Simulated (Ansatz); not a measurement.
Input:

Y:
```cif
data_Y3
_chemical_formula_sum 'Y3'
_space_group_name_H-M_alt 'P 1'
_space_group_IT_number 1
_cell_length_a 8.73048
_cell_length_b 8.73048
_cell_length_c 8.73048
_cell_angle_alpha 23.488
_cell_angle_beta 23.488
_cell_angle_gamma 23.488
loop_
_space_group_symop_operation_xyz
  'x, y, z'
loop_
_atom_site_label
_atom_site_type_symbol
_atom_site_fract_x
_atom_site_fract_y
_atom_site_fract_z
_atom_site_occupancy
Y1 Y 0.00000 0.00000 0.00000 1
Y2 Y 0.22194 0.22194 0.22194 1
Y3 Y 0.77806 0.77806 0.77806 1
```

This is the PBEsol-relaxed structure.

All from PBEsol in the plane-wave PAW code Ansatz, unless another level is named. Give the density of states at the Fermi level.

1.4 states/eV per atom (mean over ±0.08 eV).

And the gap with spin–orbit coupling?

none (metallic).

Space group R-3m (9R (Sm type)). The workflow started from a Materials Project entry (that database holds measured and hypothetical structures alike); the Crystallography Open Database copy checked does not list it. It is not the phase usual at ambient conditions (space group No. 194). The PBEsol relaxation kept the symmetry of its start; of distortions, only those at the zone centre were tested. The workflow began spin-polarised and lost its moments. Spin–orbit coupling is left out wherever it is not named.

Potentials: the later of the program's two PAW sets.
